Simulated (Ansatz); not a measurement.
Rb₂H₄Pt:
```
Rb2H4Pt
1.0
    5.86652     0.00000     0.00000
    0.00000     5.86652     0.00000
    0.00000     0.00000     8.41783
Rb H Pt
4 8 2
Direct
  0.00000   0.50000   0.25000
  0.00000   0.50000   0.75000
  0.50000   0.00000   0.25000
  0.50000   0.00000   0.75000
  0.50000   0.50000   0.30416
  0.50000   0.50000   0.69584
  0.00000   0.00000   0.80416
  0.00000   0.00000   0.19584
  0.30119   0.69881   0.50000
  0.69881   0.30119   0.50000
  0.80119   0.80119   0.00000
  0.19881   0.19881   0.00000
  0.50000   0.50000   0.50000
  0.00000   0.00000   0.00000
```

DFT-r²SCAN in the program Ansatz with PAW potentials gives a gap of 3.64 eV without spin–orbit coupling, maximum on the M–Γ line, 75 % of the way from M, minimum on the M–Γ line, 38 % of the way from M.

Problem. What happens when spin–orbit coupling is switched on?

Solution. The gap shrinks by 0.34 eV, to 3.30 eV; maximum at Γ, minimum on the M–Γ line, 38 % of the way from M.

Problem. Give the electron effective mass with spin–orbit coupling.

Solution. 0.79, 0.88, 1.1 mₑ (principal values).

Problem. Give the hole effective mass with spin–orbit coupling.

Solution. 8.6 along z (mₑ).

Space group P4_2/mnm. The workflow started from a Materials Project entry (that database holds measured and hypothetical structures alike); the Crystallography Open Database copy checked does not list it. Whether it is the stable phase at ambient conditions was not checked. The r²SCAN relaxation kept the symmetry of its start; whether a distortion lowers the energy is not shown. No spin polarisation was allowed.

Potentials: the later of the program's two PAW sets.
